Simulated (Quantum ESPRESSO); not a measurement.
Band energies of InSe

```
CELL_PARAMETERS angstrom
      2.02183     1.16730     8.28704
     -2.02183     1.16730     8.28704
      0.00000    -2.33461     8.28704
ATOMIC_POSITIONS crystal
  Se 0.38495 0.38495 0.38495
  Se 0.16958 0.16958 0.16958
  In 0.88770 0.88770 0.88770
  In 0.00008 0.00008 0.00008
```

norm-conserving PBEsol (Quantum ESPRESSO, 86 Ry, no spin-orbit coupling); path ΓLB1,BZΓX,QFP1Z,LP; energies in eV from the valence-band maximum.

```
k (1/Å)  point  band 25  band 26  band 27  band 28  band 29  band 30  band 31  band 32
-------  -----  -------  -------  -------  -------  -------  -------  -------  -------
0.00         Γ    -1.64    -1.41    -1.41    -1.26    -1.26     1.61     1.88     4.18
0.45              -3.55    -1.98    -1.96    -1.77    -1.06     1.82     2.00     3.87
0.91         L    -3.53    -2.46    -2.42    -2.23    -1.69     1.00     1.85     3.58
1.35              -3.93    -3.71    -2.80    -2.18    -1.64     1.76     2.21     3.04
1.47        B1    -4.01    -3.66    -2.56    -2.28    -1.80     1.56     2.32     3.21
1.47         B    -4.01    -3.66    -2.56    -2.28    -1.80     1.56     2.32     3.21
1.69              -3.58    -3.12    -2.72    -2.59    -1.64     1.75     2.46     3.70
2.24              -2.23    -2.09    -1.67    -1.35    -0.11     1.11     2.57     3.53
2.46         Z    -1.48    -1.48    -1.18    -1.18     0.00     0.17     1.96     4.07
2.71              -1.43    -1.43    -1.31    -1.23    -1.23     1.34     1.94     4.15
2.84         Γ    -1.64    -1.41    -1.41    -1.26    -1.26     1.61     1.88     4.18
3.16              -2.88    -1.80    -1.73    -1.65    -1.11     1.98     2.96     3.04
3.58              -3.63    -3.26    -3.17    -1.78    -1.22     1.86     2.32     2.84
3.90         X    -4.02    -3.68    -2.61    -2.26    -1.76     1.63     2.19     3.25
3.90         Q    -4.02    -3.68    -2.61    -2.26    -1.76     1.63     2.19     3.25
4.02              -3.92    -3.40    -2.48    -2.45    -1.75     1.65     1.99     3.48
4.39         F    -3.27    -2.70    -2.58    -2.04    -1.53     0.97     1.87     3.19
4.39        P1    -3.31    -2.61    -2.55    -2.07    -1.70     1.22     1.68     3.24
4.74              -3.29    -3.07    -2.20    -1.76    -0.92     1.81     2.19     3.64
5.08              -1.96    -1.86    -1.60    -1.27    -0.06     0.84     2.37     3.70
5.25         Z    -1.48    -1.48    -1.18    -1.18     0.00     0.17     1.96     4.07
5.25         L    -3.53    -2.46    -2.42    -2.23    -1.69     1.00     1.85     3.58
5.51         P    -3.31    -2.61    -2.55    -2.07    -1.70     1.22     1.68     3.24
```

The PBEsol gap is direct, 0.17 eV at Z.

Spin-orbit splittings are left out.

Geometry relaxed with PBE+D3(BJ).
